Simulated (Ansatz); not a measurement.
Values for one crystal, relaxed and computed with plane-wave PAW r²SCAN (Ansatz code); other levels are named.

- Volume per atom: 39.95 Å³
- Electronic character: metallic (no gap)
- Density of states at the Fermi level: 0.25 states/eV per atom (mean over ±0.08 eV)
- Formation energy from the elements (no fitted shifts): -0.85 eV/atom

**Question.** Which compound is it?
A. ZrFe2, cubic Laves (MgCu2 type)
B. GdZnIn, P6_3/mmc (Gd on 2a, Zn on 2d, In on 2c)
C. ScCu2, MoSi2 or CaC2 type
D. BaSn, Cmcm (Ba on 4c, Sn on 4c)

**Answer.** D, BaSn, Cmcm (Ba on 4c, Sn on 4c)

The first step of the workflow began from a Materials Project structure, measured or hypothetical; the Crystallography Open Database files this formula in space group No. 63, but the cells were not matched. Its standing as an ambient phase is unchecked. Symmetry was held in the r²SCAN relaxation; whether a distortion lowers the energy is not shown. The references are the lowest solids computed at this level, not always the standard phases. Scalar-relativistic: spin–orbit coupling is off unless named, which matters more the heavier the elements.

Potentials: the later of the program's two PAW sets.
